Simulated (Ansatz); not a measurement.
# Si₇Ge: random displacements

These are results of DFT r2SCAN, scalar-relativistic, plane waves, PAW in Ansatz 0.2.0, not measurements. Settings: plane waves to 500 eV, k-mesh 6×6×6 (Γ-centred), Gaussian smearing 0.05 eV. No spin polarisation. Energies are free energies at this smearing, counted from the undisturbed cell; pressure is positive in compression.

Reference structure (as given, not relaxed at this level, and it needn't be the usual structure):

```
Si Ge
1.0
     5.46540    0.00000    0.00000
     0.00000    5.46540    0.00000
     0.00000    0.00000    5.46540
Si Ge
7 1
Direct
  0.25262 0.25262 0.25262
  0.00000 0.50000 0.50000
  0.50000 0.50000 0.00000
  0.50000 0.00000 0.50000
  0.74738 0.25262 0.74738
  0.74738 0.74738 0.25262
  0.25262 0.74738 0.74738
  0.00000 0.00000 0.00000
```

The atoms are displaced (Å, in the unstrained cell):

| atom | ux | uy | uz |
| --- | --- | --- | --- |
| Si1 | 0.194 | 0.055 | -0.074 |
| Si2 | -0.165 | -0.078 | 0.082 |
| Si3 | 0.028 | -0.064 | 0.010 |
| Si4 | -0.067 | -0.102 | 0.080 |
| Si5 | 0.139 | -0.008 | -0.001 |
| Si6 | -0.034 | 0.065 | -0.062 |
| Si7 | -0.114 | 0.058 | -0.061 |
| Ge8 | 0.018 | 0.074 | 0.026 |

The cell is not strained.

Q: What are the energy change, the stress and the forces?

A: ΔE = 182.9 meV/atom; stress (xx, yy, zz, yz, xz, xy; compression positive) (1.51, 2.47, 2.72, -4.83, -4.17, 4.08) GPa; gap on the mesh 0.04 eV.
```tsv
atom	Fx (eV/Å)	Fy	Fz
Si1	-2.70	-1.59	2.68
Si2	2.99	2.62	-3.43
Si3	1.03	2.32	-2.30
Si4	1.54	1.72	-1.31
Si5	-3.39	-1.94	1.45
Si6	-0.06	-0.88	0.95
Si7	-0.39	-1.96	1.42
Ge8	0.99	-0.30	0.52
```

Cost: 1 run of about 3.3 core-minutes, on Intel Xeon Processor @ 2.50GHz (Skylake/Cascade Lake) (shared hosts).